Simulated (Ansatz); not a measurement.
CaSi2 in space group P-3m1 (No. 164; Ca on 1a, Si on 2d), DFT-PBE in the program Ansatz with PAW potentials, all energies at zero smearing, with the estimated change up to a 700 eV cutoff added, with one set of potentials and settings (totals compare only within such a set). Cell of 3 atoms (1 Ca, 2 Si): -3089.580 eV.

```tsv
element	reference phase	E (eV/atom)
Ca	Fm-3m, 1 atoms in the cell	-1816.8597
Si	Fd-3m, 2 atoms in the cell	-635.8096
```

Formation energy per atom, worked out: (-3089.580 − 1×(-1816.8597) − 2×(-635.8096))/3 = -0.367 eV/atom (-35 kJ per mol of atoms), at 0 K, without zero-point energy or fitted corrections.

The workflow started from an entry of the Crystallography Open Database (COD). Whether it is the stable phase at ambient conditions was not checked. The PBE relaxation kept the symmetry of its start; its stability against distortions is not shown here. The references are the lowest solids computed at this level, not always the standard phases.

Potentials: the later of the program's two PAW sets.
